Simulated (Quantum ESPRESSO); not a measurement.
GeGa3N3C, a curve over one atom's position

Computed values, not a measurement. The program is pw.x of Quantum ESPRESSO 7.5 (plane-wave density functional theory). The cell is made up: 8 atoms on a zincblende/diamond lattice, with randomly drawn elements, strain and displacements, not relaxed. PseudoDojo standard norm-conserving files (v0.5 for PBE, v0.4.1 for LDA and PBEsol) set the functional; there is no spin polarisation, spin-orbit coupling or dispersion term, and the masses in the input are unused placeholders.

Seven runs move atom 8 (N, counted in the order of the input) along x and keep all else fixed.

Input of the run at -0.0091:

```
&control calculation='scf', pseudo_dir='./dojo.nc.sr.pbe.v0_5.standard.upf', outdir='./o', disk_io='medium', tprnfor=.true., tstress=.true. /
&system ibrav=0, nat=8, ntyp=4, nbnd=42, ecutwfc=84.00895049, nosym=.true., tot_charge=0,
 occupations='smearing', smearing='fd', degauss=0.0018374661
/
&electrons conv_thr=7.350e-09, electron_maxstep=60, /
ATOMIC_SPECIES
C 1.0 C.upf
Ga 1.0 Ga.upf
Ge 1.0 Ge.upf
N 1.0 N.upf
CELL_PARAMETERS angstrom
4.5142 -0.0015 0.0128
-0.0015 4.5007 -0.008
0.0128 -0.008 4.5149
ATOMIC_POSITIONS angstrom
Ge 0.0105 -0.0903 0.1008
Ga -0.0812 2.246 2.2708
Ga 2.3129 -0.0546 2.2698
Ga 2.16 2.2306 -0.0341
N 1.1494 1.0684 1.0249
C 1.2096 3.3695 3.31
N 3.4287 1.1534 3.4625
N 3.4127 3.2649 1.0985
K_POINTS automatic
4 4 4 1 1 1
```

| shift of atom 8 along x (Å) | free energy less that of the input shown (eV) | Fx on atom 8 (eV/Å) | Fy on atom 8 (eV/Å) | Fz on atom 8 (eV/Å) | pressure (GPa) | next band up at Gamma (eV) | iterations |
| --- | --- | --- | --- | --- | --- | --- | --- |
| -0.1479 | 0.0991 | 2.037 | 1.396 | 0.101 | 9.38 | 1.074 | 12 |
| -0.1075 | 0.0322 | 1.273 | 1.407 | -0.013 | 9.25 | 1.075 | 12 |
| -0.0751 | 0.0010 | 0.652 | 1.417 | -0.101 | 9.22 | 1.074 | 12 |
| -0.0091 | 0.0000 | -0.623 | 1.436 | -0.270 | 9.39 | 1.067 | 11 |
| +0.0205 | 0.0269 | -1.195 | 1.443 | -0.343 | 9.56 | 1.064 | 12 |
| +0.1523 | 0.3500 | -3.683 | 1.433 | -0.636 | 11.04 | 1.049 | 12 |

Question: one run is left out of the table, at +0.0724. Estimate its Fx on atom 8 (eV/Å).

Answer: -2.191. The whole row:

| shift of atom 8 along x (Å) | free energy less that of the input shown (eV) | Fx on atom 8 (eV/Å) | Fy on atom 8 (eV/Å) | Fz on atom 8 (eV/Å) | pressure (GPa) | next band up at Gamma (eV) | iterations |
| --- | --- | --- | --- | --- | --- | --- | --- |
| +0.0724 | 0.1149 | -2.191 | 1.448 | -0.464 | 10.00 | 1.058 | 12 |

A cubic fit gives dFx/dx = -19.35 eV/Å² at zero shift. Across the table the free energy follows the integral of the force to within 0.1 meV. A rerun of one of the cells at 1437 eV and a 6 x 6 x 6 mesh moved values by no more than 0.005 eV in energy, 0.02 GPa in stress and 0.002 eV/Å in force. The band column is the level of band 37 at Gamma less that of band 36, whose number is half the electron count, rounded up; it comes from a band step after each run.